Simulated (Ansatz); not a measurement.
Space group P4/mmm (No. 123). a = 3.886 Å, b = 3.886 Å, c = 5.454 Å, α = 90.00°, β = 90.00°, γ = 90.00°
```csv
atom,site,symmetry,x,y,z
Cd,1a,4/mmm,0.0000,0.0000,0.0000
Ag,1d,4/mmm,0.5000,0.5000,0.5000
F,4i,2mm.,0.5000,0.0000,0.7505
```

Equation of state of this CdAgF$_{4}$ structure (not necessarily the ground state), with shape and atoms relaxed at each volume where symmetry leaves them free. It has no gap at any of these volumes. Computed with DFT PBE, scalar-relativistic, plane waves, PAW in Ansatz.

Plane waves to 420 eV, a k mesh through Γ of 10×10×8 on the computed 6-atom cell and Gaussian smearing (0.10 eV); collinear spin from starting moments 0.0 0.6 0.1 0.1 0.1 0.1 μB.

```json
{"V (Å³/atom)": "12.078", "E − E(largest V) (meV/atom)": "38.75", "P (GPa)": "15.32"}
{"V (Å³/atom)": "12.489", "E − E(largest V) (meV/atom)": "5.93", "P (GPa)": "10.39"}
{"V (Å³/atom)": "12.901", "E − E(largest V) (meV/atom)": "-15.32", "P (GPa)": "6.29"}
{"V (Å³/atom)": "13.313", "E − E(largest V) (meV/atom)": "-26.91", "P (GPa)": "2.87"}
{"V (Å³/atom)": "13.725", "E − E(largest V) (meV/atom)": "-30.48", "P (GPa)": "0.02"}
{"V (Å³/atom)": "14.136", "E − E(largest V) (meV/atom)": "-27.35", "P (GPa)": "-2.35"}
{"V (Å³/atom)": "14.548", "E − E(largest V) (meV/atom)": "-18.64", "P (GPa)": "-4.32"}
{"V (Å³/atom)": "15.097", "E − E(largest V) (meV/atom)": "0.00", "P (GPa)": "-6.42"}
```

Problem. Fit a third-order Birch–Murnaghan equation, E = E0 + (9V0B0/16)·[(x − 1)³B0' + (x − 1)²(6 − 4x)] with x = (V0/V)^(2/3), to E(V).

Solution. V0 = 13.73 Å³/atom, B0 = 86 GPa, B0' = 5.1.

The cell was found from a structure generator's guess, not taken from experiment.
